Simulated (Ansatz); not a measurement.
## Al2AuS4: settings compared (Ansatz)

Input:

```yaml
crystal:
  lattice:
    - [0.0, 5.274042, 0.0]
    - [5.274042, 0.0, 0.0]
    - [2.637021, 2.637021, -5.223247]
  atoms:
    - { symbol: Au, position: [0.0, 0.0, 0.0] }
    - { symbol: Al, position: [0.75, 0.25, 0.5] }
    - { symbol: S, position: [0.38, 0.39, 0.74] }
    - { symbol: S, position: [0.61, 0.12, 0.26] }
    - { symbol: S, position: [0.88, 0.87, 0.74] }
    - { symbol: S, position: [0.13, 0.62, 0.26] }
    - { symbol: Al, position: [0.5, 0.5, 0.0] }
  symmetry: { tolerance: 0.0003 }
kpoints:
  mp_grid: { grid: [4, 4, 4], shift: [0, 0, 0] }
magnetization:
  spin_polarized: false
scf:
  occupations: { method: fermi_dirac }
hamiltonian:
  pseudopotentials: { kind: paw }
  xc: r2scan
basis:
  ecutwfc: 500
output:
  forces: true
  stress: true
  eigenvalues: true
```

Run with:

```bash
ansatz run input.yaml --threads 1 --pin off --max-ram 2560MiB --backend cpu --events-out ev --progress --plain --runs-dir out
```

Origin of the cell: a known structure type with other elements, at an estimated volume, so it need not be a known compound.

The smearing width isn't typed, so it takes its default of 0.1 eV.

Output of this run (shortened):

```
Pseudopotentials: kind: paw
Pseudopotential: Au, paw, valence charge 19, recommended cutoff 500 eV (meta_gga), Au.paw.azcp
Pseudopotential: Al, paw, valence charge 3, recommended cutoff 500 eV (meta_gga), Al.paw.azcp
Pseudopotential: S, paw, valence charge 6, recommended cutoff 500 eV (meta_gga), S.paw.azcp
Functional definition: r2SCAN
  exchange = r2scan_x(k0 = k0, k1 = k1, a1 = a1)
  correlation = r2scan_c
Crystal: 7 atoms, lattice volume = 145.287 Å³
Basis set: ecut = 500 eV, 3715 PW (Γ), exchange–correlation on 160×160×192 points (64 copies of the dense FFT grid, shifted against one another)
Bands: 32, of which v1, the nominal top of the filled ones, is band 25 counted from 1 (24 counted from 0)
Symmetry: 4 space group operations
[… 11 lines left out …]
Initial density: superposition of atomic densities (neutral atoms: chi_scale 0, normalization atom), corrected by the library's trained network
Functional: x = r2scan, c = r2scan; τ floored in thin density (d = 2e-4 eV/Å³)
SCF iter   1: F=—  HF=-17872.631251 eV  Δρ=7.02e-3  dr2=1.00e-1  dr2_τ=6.08e-2
SCF iter   2: F=—  HF=-17872.714111 eV  Δρ=3.36e-3  dr2=2.05e-2  dr2_τ=2.42e-3  defer=30
SCF iter   3: F=—  HF=-17872.712317 eV  Δρ=1.59e-3  dr2=5.77e-3  dr2_τ=1.13e-4  defer=30
SCF iter   4: F=—  HF=-17872.711358 eV  Δρ=2.94e-4  dr2=3.07e-4  dr2_τ=5.47e-6  defer=30
SCF iter   5: F=—  HF=-17872.711355 eV  Δρ=1.04e-4  dr2=3.10e-5  dr2_τ=7.78e-7  defer=30
SCF iter   6: F=—  HF=-17872.711389 eV  Δρ=3.58e-5  dr2=3.47e-6  dr2_τ=1.76e-7  defer=30
SCF iter   7: F=—  HF=-17872.711389 eV  Δρ=1.00e-5  dr2=2.25e-7  dr2_τ=8.00e-9  defer=30
SCF iter   8: F=-17872.711389 eV  HF=-17872.711389 eV  Δρ=2.61e-6  dr2=1.35e-8  dr2_τ=1.02e-9
SCF 1 converged in 8 iterations: F = -17872.711389 eV  dr2 = 1.35e-8
SCF converged after 8 iterations
Free energy (F): -17872.711389 eV
Harris-Foulkes:  -17872.711389 eV  (|F-HF|=7.93e-10)
Internal energy: -17872.529305 eV  (E = F + TS)
E sigma→0 (E₀):  -17872.620347 eV
Entropy (-TS):   -0.182084 eV (-26.012 meV/atom)
Fermi energy:    6.128624 eV
--- Per-component energies (eV) ---
  E_band       = -481.600855
  E_kinetic    = 1083.380440
  E_local      = -4176.885042  (includes V_loc(G=0)·N_el)
  E_nonlocal   = 206.986506
  E_hartree    = 1757.278913
  E_xc         = -659.977041
  E_vxc        = -749.949891  (∫ρ·V_xc dr)
  E_paw        = -13115.009852  (= ΣΔE_a)
  E_vpaw       = -401.546401  (= ΣTr[D̂ρ^β])
  E_aug_tail   = 0.000745  (compensation charges beyond the density's cutoff)
  E_vtau       = 41.859285  (kinetic-family band-sum trace: ∫τ·v_τ [+ j·A + Jᵃ·Aᵃ] dr)
  E_ewald      = -2967.568368
  E_core_change = -0.735607  (= ΣΔE_core)
  E_smearing   = -0.182084  (= −TS)
  Σ components = -17872.711389   (vs F -17872.711389, Δ=0.00e0)
--- Forces (eV/Å), atoms counted from 1 ---
  atom   1  Au     0.000000    -0.000000     0.000000
  atom   2  Al    -0.000000     0.000000     0.000000
  atom   3  S      0.761604     0.982664     0.716208
  atom   4  S      0.982664    -0.761604    -0.716208
  atom   5  S     -0.761604    -0.982664     0.716208
  atom   6  S     -0.982664     0.761604    -0.716208
  atom   7  Al     0.000000     0.000000     0.000000
  max |Σ_I F_I| component: 1.08e-16 eV/Å
--- Stress (GPa, compression-positive) ---
        3.690528       0.000012      -0.000000
       -0.000012       3.690528       0.000000
       -0.000000       0.000000       3.673500
  P = ⅓ Tr σ = 3.6849 GPa (36.849 kbar)
```

The same input was run again with these changes:

1. `accuracy` default → high; `hamiltonian.dispersion` default → d3bjatm; `scf.mixing.preconditioner` default → resta
2. `accuracy` default → medium; `scf.occupations.method` fermi_dirac → methfessel_paxton; `scf.occupations.width` default → 0.2; `scf.mixing.preconditioner` default → resta
3. `scf.mixing.algorithm` default → anderson; `scf.mixing.beta` default → 0.7; `scf.mixing.ndim` default → 4
4. `accuracy` default → low; `scf.algorithm` default → direct_min

```json
{"run": "base", "end": "converged", "SCF iterations": "8", "P (GPa)": "3.68", "max force component (eV/Å)": "0.983", "moment (μB)": "–", "ΔE(σ→0) (meV/atom)": "0"}
{"run": "1", "end": "converged", "SCF iterations": "11", "P (GPa)": "2.81", "max force component (eV/Å)": "0.982", "moment (μB)": "–", "ΔE(σ→0) (meV/atom)": "–"}
{"run": "2", "end": "converged", "SCF iterations": "8", "P (GPa)": "3.60", "max force component (eV/Å)": "0.964", "moment (μB)": "–", "ΔE(σ→0) (meV/atom)": "2.89"}
{"run": "3", "end": "converged", "SCF iterations": "8", "P (GPa)": "3.68", "max force component (eV/Å)": "0.983", "moment (μB)": "–", "ΔE(σ→0) (meV/atom)": "0.00"}
{"run": "4", "end": "converged", "SCF iterations": "7", "P (GPa)": "3.68", "max force component (eV/Å)": "0.983", "moment (μB)": "–", "ΔE(σ→0) (meV/atom)": "0.00"}
```

Energies are compared only where functional, datasets, charge and starting cell are the same.

Caveats of the base run: no moments, though an odd count or open d shells may carry them; no spin-orbit coupling, though heavy elements are present; the k mesh is coarse if the cell is a metal.

Run 2: wide smearing.

Time of the base run: 8.9 s of wall time on 1 CPU thread(s) of a shared host, from the program's own first density.
